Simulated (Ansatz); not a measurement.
Input and command of a plane-wave DFT calculation in Ansatz:

```yaml
crystal:
  lattice:
    - [3.6634406679, 0.0, 0.0]
    - [0.0, 3.6634406679, 0.0]
    - [0.0, 0.0, 9.4206723294]
  atoms:
    - { symbol: Cs, position: [0.0, 0.0, 0.5] }
    - { symbol: Cs, position: [0.5, 0.5, 0.5] }
    - { symbol: B, position: [0.5, 0.0, 0.7238] }
    - { symbol: B, position: [0.0, 0.5, 0.2762] }
    - { symbol: Os, position: [0.5, 0.0, 0.1399] }
    - { symbol: Os, position: [0.0, 0.5, 0.8601] }
basis:
  ecutwfc: 420
kpoints:
  mp_grid: { grid: [6, 6, 2] }
hamiltonian:
  xc: pbe
scf:
  occupations: { method: gaussian, width: 0.1 }
  lower_state_search: "off"
output:
  forces: true
  stress: true
  eigenvalues: true
relax:
  adjacent_minimum: "off"
  f_tol: 0.04
  max_steps: 70
  cell: { stress_tol: 0.4 }
```

```bash
ansatz run input.yaml --threads 1 --pin off --max-ram 2560MiB --backend cpu --events-out ev --progress --plain --runs-dir out
```

Processor: Arm Neoverse V1, 1 thread, on a host shared with other jobs.

Q: Estimate time, memory and problem size.

A: About 120 s on 1 thread of Arm Neoverse V1, with other jobs on the host, peak memory 0.44 GiB. It solves 34 bands at 20 k points (the mesh reduced by symmetry) with about 3027 plane waves (on the last cell), in 128 SCF iterations over 18 ionic steps.
